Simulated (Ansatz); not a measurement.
Input:

Al3Ni2:
```yaml
crystal:
  lattice:
    - [3.96545, 0.00000, 0.00000]
    - [-1.98273, 3.43418, 0.00000]
    - [0.00000, 0.00000, 4.80754]
  atoms:
    - { symbol: Al, position: [0.00000, 0.00000, 0.00000] }
    - { symbol: Al, position: [0.33333, 0.66667, 0.64804] }
    - { symbol: Al, position: [0.66667, 0.33333, 0.35196] }
    - { symbol: Ni, position: [0.33333, 0.66667, 0.14593] }
    - { symbol: Ni, position: [0.66667, 0.33333, 0.85407] }
```

This is the LDA-relaxed structure.

All from LDA in the plane-wave PAW code Ansatz, unless another level is named. Give the bulk modulus (Birch–Murnaghan fit).

1520 kbar.

What about the highest zone-centre frequency?

392 cm⁻¹.

Space group P-3m1 (La2O3 or Ni2Al3 type). The workflow started from a Materials Project entry (that database holds measured and hypothetical structures alike); the Crystallography Open Database copy checked does not list it. Whether it is the stable phase at ambient conditions was not checked. Symmetry was held in the LDA relaxation; of distortions, only those at the zone centre were tested. The run is not spin-polarised. As this level gives no gap, phonon frequencies hold no LO–TO term and depend on the k-mesh and smearing (Fermi–Dirac, 0.1 eV here).

Potentials: the later of the program's two PAW sets.
